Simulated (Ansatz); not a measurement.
The cell comes from COD entry 9008813, which wasn't checked; take it as a given geometry.

CuPd: DFT, PBEsol, all-electron LAPW, scalar-relativistic (Ansatz 0.2.0).

Command: `ansatz run input.yaml --threads 1 --pin off --max-ram 3072MiB --backend cpu --events-out ev --progress --plain --runs-dir out` The run took 26 s on 1 thread of AMD EPYC 9R45 96-Core Processor (Zen 5) (shared host), peak memory 0.69 GiB.

```yaml
crystal:
  lattice:
    - [2.988, 0.0, 0.0]
    - [0.0, 2.988, 0.0]
    - [0.0, 0.0, 2.988]
  atoms:
    - { symbol: Cu, position: [0.0, 0.0, 0.0] }
    - { symbol: Pd, position: [0.5, 0.5, 0.5] }
kpoints:
  mp_grid: { grid: [14, 14, 14] }
  band_path:
    path:
      - [0.0, 0.0, 0.0]
      - [0.0, 0.5, 0.0]
      - [0.5, 0.5, 0.0]
      - [0.0, 0.0, 0.0]
      - [0.5, 0.5, 0.5]
      - [0.0, 0.5, 0.0]
      - [0.5, 0.5, 0.5]
      - [0.5, 0.5, 0.0]
    npoints: 14
scf:
  occupations: { method: fermi_dirac, width: 0.05 }
hamiltonian:
  xc: pbesol
  pseudopotentials: { kind: all_electron, lapw: { basis_error: 0.00025 } }
output:
  forces: true
  stress: true
  eigenvalues: true
  populations: true
  dos: { projected: true, de: 0.2, e_range: [-14, 8] }
```

Output:

```
Cu: projections on atomic orbitals take those of the free atom 1s2 2s2 2p6 3s2 3p6 3d10 4s1, of charge +0.00 (hamiltonian.pseudopotentials.projection_atoms)
Pd: projections on atomic orbitals take those of the free atom 1s2 2s2 2p6 3s2 3p6 3d10 4s2 4p6 4d10, of charge +0.00 (hamiltonian.pseudopotentials.projection_atoms)
LAPW: plane waves up to 9.458 Å⁻¹, error target 2.5e-4 eV per atom; small_component_spin mean_spin; Cu in spheres of 1.278 Å, 19 of its electrons in bands, Dirac shells []; Pd in spheres of 1.310 Å, 28 of its electrons in bands, Dirac shells []
Engine: ansatz 0.2.0
Pseudopotentials: kind: all_electron
Pseudopotential: Cu, LAPW, valence charge 19, Koelling and Harmon's equation, gaussian nucleus
Pseudopotential: Pd, LAPW, valence charge 28, Koelling and Harmon's equation, gaussian nucleus
Functional definition: PBEsol
  exchange = pbesol_x
  correlation = pbesol_c
Crystal: 2 atoms, lattice volume = 26.677 Å³
Basis set: ecut = 340.7969123419108 eV, 389 PW (Γ), exchange–correlation at level 2
Bands: 29, of which v1, the nominal top of the filled ones, is band 24 counted from 1 (23 counted from 0)
Symmetry: 48 space group operations
Space group: Pm-3m (ITA 221), of the structure as read, at distance tolerance 3.0e-5 Å
k-points: 120 of 2744
Non-local potential: Cu, projectors of the file, none
Non-local potential: Pd, projectors of the file, none
Initial density: superposition of atomic densities (chi_scale 0.1, normalization cell, long waves kept (reshape's long-wave potential 0.00 eV rms))
Initial wavefunctions: plane waves of lowest kinetic energy (no species holds an atomic orbital)
Functional: x = pbesol(κ = 0.804, μ = 0.12345679012345678), c = pbesol(β = 0.046)
iter 1 solved again at ethr=3.19e-3 eV; its pass at ethr=1.00e-1 eV (dr2=1.50e0 eV) is discarded
SCF iter   1: F=—  HF=-182240.685854 eV  |F-HF|=—  |Δ(HF+E_count)|=         —  Δρ=7.46e-2  dr2=1.50e0  ethr=3.19e-3  ⟨swp⟩=2.0  Hψ=22859  notcnv=0
preconditioner: auto → Kerker (q_TF=auto, 2.998 Å⁻¹)  [metal: Δε(μ)=0.007 eV  Ē_g=11.237 eV  σ=0.050 eV  W_gap=0.03  n_scr=18 (ndim 8)  ℏωp=32.9 eV  f_vac=0.000  D(μ)=2.90/eV (n_scr^D=32)]
iter 2 solved again at ethr=7.34e-5 eV; its pass at ethr=3.19e-3 eV (dr2=3.45e-2 eV) is discarded
SCF iter   2: F=—  HF=-182239.563660 eV  |F-HF|=—  |Δ(HF+E_count)|=    1.12e0  Δρ=1.46e-2  dr2=3.45e-2  ethr=7.34e-5  ⟨swp⟩=2.0  Hψ=17429  notcnv=0
SCF iter   3: F=—  HF=-182238.650507 eV  |F-HF|=—  |Δ(HF+E_count)|=   9.13e-1  Δρ=1.53e-2  dr2=4.76e-2  ethr=7.34e-5  ⟨swp⟩=3.0  Hψ=11733  notcnv=0
SCF iter   4: F=—  HF=-182238.663580 eV  |F-HF|=—  |Δ(HF+E_count)|=         —  Δρ=1.90e-2  dr2=1.55e-1  ethr=7.34e-5  ⟨swp⟩=2.0  Hψ=10170  notcnv=0
the basis was enlarged: its passes take 211.6 KiB over the memory plan, 1 of 1 planned eigensolver slots
SCF iter   5: F=—  HF=-182238.605395 eV  |F-HF|=—  |Δ(HF+E_count)|=   5.82e-2  Δρ=6.38e-3  dr2=1.63e-2  ethr=7.34e-5  ⟨swp⟩=2.0  Hψ=9500  notcnv=0
SCF iter   6: F=—  HF=-182238.606130 eV  |F-HF|=—  |Δ(HF+E_count)|=   7.35e-4  Δρ=1.76e-3  dr2=1.33e-3  ethr=3.46e-5  ⟨swp⟩=2.0  Hψ=9610  notcnv=0
SCF iter   7: F=—  HF=-182238.605680 eV  |F-HF|=—  |Δ(HF+E_count)|=   4.50e-4  Δρ=8.98e-4  dr2=1.61e-4  ethr=2.82e-6  ⟨swp⟩=2.0  Hψ=9883  notcnv=0
SCF iter   8: F=—  HF=-182238.605506 eV  |F-HF|=—  |Δ(HF+E_count)|=   1.73e-4  Δρ=1.69e-4  dr2=6.69e-6  ethr=3.43e-7  ⟨swp⟩=2.0  Hψ=9883  notcnv=0
SCF iter   9: F=—  HF=-182238.605507 eV  |F-HF|=—  |Δ(HF+E_count)|=   8.15e-7  Δρ=9.39e-5  dr2=4.13e-6  ethr=1.42e-8  ⟨swp⟩=2.0  Hψ=9883  notcnv=0
SCF iter  10: F=—  HF=-182238.605506 eV  |F-HF|=—  |Δ(HF+E_count)|=   8.54e-7  Δρ=2.95e-5  dr2=3.79e-7  ethr=8.78e-9  ⟨swp⟩=2.0  Hψ=9883  notcnv=0
SCF iter  11: F=-182238.605506 eV  HF=-182238.605506 eV  |F-HF|=1.29e-8  |Δ(HF+E_count)|=   9.53e-8  Δρ=6.82e-6  dr2=1.10e-8  ethr=8.07e-10  ⟨swp⟩=2.0  Hψ=9883  notcnv=0
SCF 1 converged in 11 iterations: F = -182238.605506 eV  dr2 = 1.10e-8
NSCF: frozen V_eff on 99 k-points
SCF converged after 11 iterations
Free energy (F): -182238.605506 eV
Harris-Foulkes:  -182238.605506 eV  (|F-HF|=1.29e-8)
Internal energy: -182238.592400 eV  (E = F + TS)
E sigma→0 (E₀):  -182238.598953 eV
Entropy (-TS):   -0.013106 eV (-6.553 meV/atom)
Fermi energy:    18.652149 eV
--- Per-component energies (eV) ---
  E_band       = -3512.745872
  E_kinetic    = 188980.066587
  E_xc         = -5659.166338
  E_electrostatic = -365559.492649  (all electrons and nuclei)
  E_smearing   = -0.013106  (= −TS)
  E_closure    = 0.000000  (closes the sum)
  E_atoms      = -182229.607671  (free atoms, spherical and without spin; not in F)
  Σ components = -182238.605506   (vs F -182238.605506, Δ=0.00e0)
  Basis errors (estimates in eV, not in F): energy 5.9e-5 per atom: plane waves 5.4e-5 (2.9e-5 summed), levels above the bands 8.1e-84, relativity 6.4e-9, radial functions 4.3e-6, core shells 2.5e-7; eigenvalues (radial functions only) 3.0e-7; not estimated: angular momenta, meshes, grids; target (lapw.basis_error) 2.5e-4; muffin-tin radii Cu 1.278 Å, Pd 1.310 Å
--- Forces (eV/Å), atoms counted from 1 ---
  atom   1  Cu    -0.00000000     0.00000000    -0.00000000
  atom   2  Pd    -0.00000000     0.00000000     0.00000000
  max |Σ_I F_I| component: 1.24e-29 eV/Å
--- Stress (GPa, compression-positive) ---
       -4.600976      -0.000000       0.000000
       -0.000000      -4.600976       0.000000
        0.000000       0.000000      -4.600976
  P = ⅓ Tr σ = -4.6010 GPa (-46.010 kbar)
--- Band table (eV; the first three rows and the last of 120) ---
  k-point 0: bands = ["-305.4041", "-305.4041", "-305.4041", "-305.3997", "-305.3997", "-92.7337", "-65.0471", "-50.2636", "-50.2636", "-50.2636", "-30.7637", "-30.7637", "-30.7637", "10.8188", "14.1329", "14.1329", "16.2329", "16.2329", "16.2329", "17.5700", "17.5700", "18.5390", "18.5390", "18.5390", "27.5327", "27.5327", "27.5327", "34.6124", "34.6124"]
  k-point 1: bands = ["-305.4041", "-305.4041", "-305.4041", "-305.3997", "-305.3997", "-92.7337", "-65.0469", "-50.2640", "-50.2635", "-50.2635", "-30.7683", "-30.7633", "-30.7633", "10.9173", "14.1722", "14.1829", "16.2318", "16.2318", "16.2587", "17.5295", "17.5862", "18.4463", "18.4463", "18.5106", "26.9159", "27.7357", "27.7357", "34.5410", "34.8606"]
  k-point 2: bands = ["-305.4041", "-305.4041", "-305.4041", "-305.3997", "-305.3997", "-92.7337", "-65.0461", "-50.2651", "-50.2634", "-50.2634", "-30.7812", "-30.7624", "-30.7624", "11.2078", "14.2881", "14.3230", "16.2313", "16.2313", "16.3347", "17.4100", "17.6329", "18.1974", "18.1974", "18.4272", "25.5319", "28.3143", "28.3143", "34.3403", "34.9617"]
  k-point 119: bands = ["-305.4041", "-305.4041", "-305.4041", "-305.3997", "-305.3997", "-92.7325", "-65.0295", "-50.2704", "-50.2704", "-50.2704", "-30.8383", "-30.8383", "-30.8383", "14.7652", "14.7652", "14.7652", "16.0334", "16.0334", "16.0334", "17.4482", "17.4482", "18.4678", "18.4678", "24.9713", "26.5489", "26.5489", "26.5489", "27.9341", "27.9341"]
--- Löwdin populations: 2 sites ---
  site symbol       q [e]
     0     Cu     29.0580
     1     Pd     45.5394
  spilling = 0.005368 (of n_electrons = 75.000000)
```

populations.tsv:

```
# site	symbol	l	j	q
# orbitals = lowdin
# n_electrons = 75.000000
# spilling = 0.005368
# projection_atom_Cu: 1s2 2s2 2p6 3s2 3p6 3d10 4s1
# projection_atom_Pd: 1s2 2s2 2p6 3s2 3p6 3d10 4s2 4p6 4d10
0	Cu	0_1S	-	1.999996
0	Cu	0_2S	-	1.999793
0	Cu	0_3S	-	1.994675
0	Cu	0_4S	-	1.286711
0	Cu	1_2P	-	5.999997
0	Cu	1_3P	-	5.999523
0	Cu	2_3D	-	9.777306
1	Pd	0_1S	-	2.000000
1	Pd	0_2S	-	1.999995
1	Pd	0_3S	-	1.999915
1	Pd	0_4S	-	1.998513
1	Pd	1_2P	-	6.000000
1	Pd	1_3P	-	5.999986
1	Pd	1_4P	-	5.997948
1	Pd	2_3D	-	9.999996
1	Pd	2_4D	-	9.543027
```

Spin polarisation is left out, and whether a magnetic state lies lower isn't shown here.
